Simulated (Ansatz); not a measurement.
SrScHO₂ in space group P4/mmm (No. 123; Sr on 1d, Sc on 1a, O on 2f, H on 1b), plane-wave PAW r²SCAN (Ansatz code). The conduction-band minimum lies at R, with 2 equivalent valleys. Second derivatives d²E/dk² of the lowest band at one valley (eV·Å²), along Cartesian directions:

```csv
direction,d²E/dk²
[100],26.61
[010],5.752
[001],8.701
[110],16.18
[101],17.65
[011],7.227
```

Q: Find the principal effective masses, the density-of-states mass and the conductivity mass.

A: Off-diagonal terms follow from H_xy = H[110] − (H_xx + H_yy)/2, and m*/mₑ = 7.620 eV·Å² over each eigenvalue: 0.29, 0.88, 1.3. One valley's DOS mass (m₁m₂m₃)^(1/3) = 0.69, conductivity mass 3/(Σ 1/mᵢ) = 0.56 mₑ.

Q: What effective density of states Nc follows at 300 K for parabolic valleys?

A: Nc = 2.509e19 × 2 × (0.69)^(3/2) ≈ 2.9e19 cm⁻³.

The start of the workflow was typed in or built on a structure type; neither database checked (COD, Materials Project) lists it. Whether it is the stable phase at ambient conditions was not checked. The r²SCAN relaxation kept the symmetry of its start; its stability against distortions is not shown here. No spin polarisation was allowed. Spin–orbit coupling is left out wherever it is not named.

Potentials: the earlier of the program's two PAW sets.

Edges and masses are those of Kohn–Sham bands, whose gap is no quasiparticle gap.
